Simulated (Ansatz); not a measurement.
GaN (zincblende), relaxed with r2SCAN, was run in the PAW code Ansatz under altered settings. All numbers are computed, without spin polarisation but where a row says otherwise.

```
Ga N
1.0
     0.00000    2.24895    2.24895
     2.24895    0.00000    2.24895
     2.24895    2.24895    0.00000
Ga N
1 1
Direct
  0.00000 0.00000 0.00000
  0.25000 0.25000 0.25000
```

The base run's other keys:
```yaml
kpoints:
  mp_grid: { grid: [4, 4, 4] }
hamiltonian:
  xc: hse06
scf:
  occupations: { method: fixed }
  n_extra_bands: 4
```

It takes 13 iterations with 459 plane waves at 420 eV and 8 k points, and leaves a mean stress of 0.00 GPa. The gap over this mesh is 3.035 eV. It ran on 4 threads of Arm Neoverse N1 (shared host).

Outcomes, with energy and stress as changes against the base:

| setting | outcome | ΔF (meV/atom) | Δ mean stress (GPa) | gap on the mesh (eV) | iterations | wall time |
| --- | --- | --- | --- | --- | --- | --- |
| PBE hybrid, exx coeff 0.15, omega 0.3 1/Å | converged | – | +2.6 | 2.369 | 11 | 4.5 s |
| PBE hybrid, exx coeff 0.75, omega 0.3 1/Å | converged | – | -9.6 | 5.180 | 20 | 5.6 s |
| scf.exx.singularity: none | converged | -3.4 | -0.2 | 3.040 | 13 | 4.7 s |
| PBE hybrid, exx coeff 0.3, omega 0.5 1/Å | converged | – | +0.6 | 2.596 | 14 | 4.9 s |
| crystal.symmetry.detect: false | converged, warned | 0.0 | 0.0 | 3.035 | 15 | 17 s |

A dash marks a value that wasn't obtained or can't be compared. Stress is positive in compression. The base took 4.8 s.

- PBE hybrid, exx coeff 0.15, omega 0.3 1/Å. That is 15 % exact exchange, screened with ω = 0.3 1/Å, against HSE06's 25 % screened at 0.208 1/Å. The mean stress moves by +2.6 GPa and the gap on the mesh by -0.666 eV (to 2.369). Totals of different functionals aren't comparable.
- PBE hybrid, exx coeff 0.75, omega 0.3 1/Å. That is 75 % exact exchange, screened with ω = 0.3 1/Å, against HSE06's 25 % screened at 0.208 1/Å. The mean stress moves by -9.6 GPa and the gap on the mesh by +2.146 eV (to 5.180). Totals of different functionals aren't comparable.
- scf.exx.singularity: none. The free energy moves by -3.4 meV an atom, the mean stress by -0.2 GPa and the gap on the mesh by +0.005 eV (to 3.040). The result is sensitive to this setting.
- PBE hybrid, exx coeff 0.3, omega 0.5 1/Å. That is 30 % exact exchange, screened with ω = 0.5 1/Å, against HSE06's 25 % screened at 0.208 1/Å. The mean stress moves by +0.6 GPa and the gap on the mesh by -0.439 eV (to 2.596). Totals of different functionals aren't comparable.
- crystal.symmetry.detect: false. It converges in 15 iterations against the base's 13, on 64 k points in place of 8. The result is the base's, as it should be for a key that only affects how the solution is found. Warned: hybrid solves reversed points apart.

Within 1 meV an atom, 0.1 GPa and 0.005 eV of the base stay: crystal.symmetry.detect: false.

The stress of a hybrid is loosely converged in these runs.

The meshes of the hybrids are coarse, so their gaps aren't converged to the digits shown.
